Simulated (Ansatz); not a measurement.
Consider the following.

TePt:
```
TePt
1.0
    3.42715     0.00000     0.00000
    0.00000     3.42715     0.00000
    0.00000     0.00000     3.42834
Pt Te
1 1
Direct
  0.00000   0.00000   0.00000
  0.50000   0.50000   0.50000
```

This is the r²SCAN-relaxed structure.

Question: All from DFT-r²SCAN in the program Ansatz with PAW potentials, unless another level is named. Estimate the electronic character.

Answer: metallic (no gap).

Question: What about the formation energy from the elements (no fitted shifts)?

Answer: 266 meV/atom.

Question: What about the density of states at the Fermi level?

Answer: 0.40 states/eV per atom (mean over ±0.08 eV).

Question: What about the gap with spin–orbit coupling?

Answer: none (metallic).

Space group Pm-3m (CsCl type). The start of the workflow was typed in or built on a structure type; neither database checked (COD, Materials Project) lists it. COD files the formula under space group No. 166, 194. Whether it is the stable phase at ambient conditions was not checked. Symmetry was held in the r²SCAN relaxation; whether a distortion lowers the energy is not shown. The run is not spin-polarised. Its formation energy is positive at this level, so the cell may be metastable or incomplete. The references are the lowest solids computed at this level, not always the standard phases. Spin–orbit coupling is left out wherever it is not named.

Potentials: the later of the program's two PAW sets.
